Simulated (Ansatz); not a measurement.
BaSrTi2O6:
```yaml
crystal:
  lattice:
    - [3.94093, 0.00000, 0.00000]
    - [0.00000, 3.94093, 0.00000]
    - [0.00000, 0.00000, 8.01642]
  atoms:
    - { symbol: Ba, position: [0.00000, 0.00000, 0.01143] }
    - { symbol: O, position: [0.50000, 0.50000, 0.99552] }
    - { symbol: Ti, position: [0.50000, 0.50000, 0.27417] }
    - { symbol: O, position: [0.50000, 0.00000, 0.26058] }
    - { symbol: O, position: [0.00000, 0.50000, 0.26058] }
    - { symbol: Sr, position: [0.00000, 0.00000, 0.51409] }
    - { symbol: O, position: [0.50000, 0.50000, 0.50151] }
    - { symbol: Ti, position: [0.50000, 0.50000, 0.76220] }
    - { symbol: O, position: [0.50000, 0.00000, 0.74356] }
    - { symbol: O, position: [0.00000, 0.50000, 0.74356] }
```

This is the r²SCAN-relaxed structure.

**Question.** All from r²SCAN in the plane-wave PAW code Ansatz, unless another level is named. Predict the hole effective mass with spin–orbit coupling.

**Answer.** 0.84, 0.84, 19 mₑ (principal values).

**Question.** Predict the formation energy from the elements (no fitted shifts).

**Answer.** -3.40 eV/atom.

**Question.** Give the band gap.

**Answer.** 2.26 eV (indirect).

**Question.** What about the conduction-band minimum?

**Answer.** at Γ.

Space group P4mm. The start of the workflow was typed in or built on a structure type; neither database checked (COD, Materials Project) lists it. Whether it is the stable phase at ambient conditions was not checked. The cell was relaxed with r²SCAN under the symmetry of its start; its stability against distortions is not shown here. The workflow began spin-polarised and lost its moments. The references are the lowest solids computed at this level, not always the standard phases (solids in place of the gases). Spin–orbit coupling is left out wherever it is not named.

Potentials: the earlier of the program's two PAW sets.
